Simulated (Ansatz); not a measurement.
**Scan of one atom of the cell for Sn (diamond)**

Sn (diamond)

```yaml
crystal:
  lattice:
    - [0.00000, 3.32763, 3.32763]
    - [3.32763, 0.00000, 3.32763]
    - [3.32763, 3.32763, 0.00000]
  atoms:
    - { symbol: Sn, position: [0.50000, 0.50000, 0.50000] }
    - { symbol: Sn, position: [0.75000, 0.75000, 0.75000] }
```

Scan: atom 2 (Sn, nearest neighbour Sn at 2.882 Å; its periodic images, 4.7 Å or more away, move with it) is displaced towards the nearest neighbour, direction (-0.577, 0.577, 0.577) in Cartesian axes, by s. The other atoms stay.

All values below come from PBE (plane waves to 420 eV, PAW, scalar-relativistic; Ansatz, a quantum-chemistry and plane-wave program). k mesh 10×10×10 (Γ-centred), Fermi-Dirac smearing 0.05 eV. The energy includes the smearing's −TS. Stress and pressure are positive under compression. Left out: 1 of 11 points, with atoms too close for the PAW data. With partly filled bands, energies and forces of such displacements shift with the k mesh and the smearing. F∥ is the force on the atom along that direction. Sn was relaxed with its symmetry unable to fall. The relaxed volume of Sn is well above the measured one; the method has no dispersion term. The zero of ΔE is the undisplaced structure.

```
s (Å)   ΔE (meV/cell)  F∥ (eV/Å)  P (GPa)
------  -------------  ---------  -------
-0.860            943      0.772      3.1
-0.688            769      1.220      2.7
-0.516            536      1.461      2.1
-0.344            285      1.382      1.2
-0.172             82      0.900      0.4
0.000               0      0.000      0.0
0.172             113     -1.434      0.5
0.344             535     -3.616      2.4
0.516            1415     -6.829      6.3
0.688            3002    -12.096     13.3
```

Derived quantities:

| Property | Result |
|---|---|
| Energy at s = 0.688 Å | 3002 meV/cell |
| Force along the line at s = -0.860 Å | 0.772 eV/Å |
| Symmetry of the curve | not even: the positive side lies higher at ±0.688 Å |
| Shape of the curve | a single well with its minimum at or next to zero displacement |
| Force constant k = d²E/ds² at s = 0 (finite differences) | 6.62 eV/Å² |
| Harmonic estimate at the end of the scan | ½ks² = 1568 meV/cell against the computed 3002 meV/cell, so the well is stiffer than harmonic there |
| Zone-centre optical wavenumber from k | 174 cm⁻¹ |

The 11 points together took around 70 core-seconds (rough).

(A displaced cell: forces are minus the slopes of the energy, force constants its curvatures, and phonons follow from these.)
